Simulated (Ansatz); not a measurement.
In plane-wave PAW LDA (Ansatz code), SiGeO3 in the tetragonal phase (P4mm; Si on 1b, Ge on 1a, O on 2c, O on 1b) relaxes to a = 3.389 Å, c = 4.282 Å. Against the elements it lies at -1.99 eV/atom, with no fitted shifts.

It is gapped at this level: 1.63 eV (indirect). The valence maximum lies at X and the conduction minimum at Z. Electrons at the band edge weigh 0.32, 0.46, 0.46 mₑ (principal values). The hole mass is 0.25, 0.49, 1.9 mₑ (principal values).

Perturbation theory gives ε∞ = 5.86 (xx = yy), 4.99 (zz). Born charges are Si +4.05, Ge +3.75, O -2.72 to -2.54 e. The phonon dispersion is unstable, down to 182i cm⁻¹. Without the LO–TO term the highest mode at Γ lies at 890 cm⁻¹.

The start of the workflow was typed in or built on a structure type; neither database checked (COD, Materials Project) lists it. Its standing as an ambient phase is unchecked. The cell was relaxed with LDA under the symmetry of its start. A crystal of weakly bound units computed without a dispersion correction: the cell and the soft elastic constants depend strongly on that. The references are the lowest solids computed at this level, not always the standard phases (solids in place of the gases). Scalar-relativistic: spin–orbit coupling is off unless named, which matters more the heavier the elements.

Potentials: the later of the program's two PAW sets.
